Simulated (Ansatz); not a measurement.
**A strain series on SiC (4H polytype): uniaxial along z, other directions held**

SiC built on the 4H polytype prototype, relaxed with r2SCAN in the PAW code Ansatz, then strained (uniaxial along z, other directions held; changes of length per length, axes as in the cell below) with the atoms relaxed again within the symmetry that is left. It is hexagonal, P6_3mc (No. 186); a = 3.078 Å, c = 10.077 Å in the conventional setting, 10.33 Å³ an atom. Around Si lie 4 C at 1.88–1.89 Å; around Si lie 4 C at 1.89 Å; around C lie 4 Si at 1.89 Å; around C lie 4 Si at 1.88–1.89 Å. No spin polarisation and no zero-point or thermal motion.

```
CELL_PARAMETERS angstrom
3.07756 0.00000 0.00000
-1.53878 2.66524 0.00000
0.00000 0.00000 10.07672
ATOMIC_POSITIONS crystal
Si 0.00000 0.00000 0.99986
Si 0.33333 0.66667 0.24991
Si 0.00000 0.00000 0.49986
Si 0.66667 0.33333 0.74991
C 0.00000 0.00000 0.18728
C 0.33333 0.66667 0.43795
C 0.00000 0.00000 0.68728
C 0.66667 0.33333 0.93795
```

Gaps are the least over each mesh (PBE 12×12×4, r2SCAN 12×12×4, HSE06 6×6×2 when unstrained) and the special points, which keep their unstrained names; stress is the change from the unstrained cell, compression positive.

```
strain (%)  gap, PBE (eV)  gap, r2SCAN (eV)  gap, HSE06 (eV)  edges, HSE06  stress along the strain, r2SCAN (GPa)  energy rise, r2SCAN (meV/atom)
      -3.0          2.069             2.469            3.007         Γ → M                                 +18.34                            17.4
      -2.0          2.192             2.578            3.126         Γ → M                                 +12.00                             7.6
      -1.0          2.246             2.618            3.162         Γ → M                                  +5.88                             1.9
       0.0          2.226             2.598            3.140         Γ → M                                   0.00                             0.0
      +1.0          2.164             2.531            3.073         Γ → M                                  -5.61                             1.8
      +2.0          2.102             2.464            3.007         Γ → M                                 -10.95                             7.2
      +3.0          2.040             2.398            2.942         Γ → M                                 -16.00                            15.9
```

Between zero and the nearest strains the slope of the HSE06 gap against strain is -0.022 eV per percent for negative and -0.067 for positive strain.

The meshes of the hybrids are coarse, so their gaps aren't converged to the digits shown.
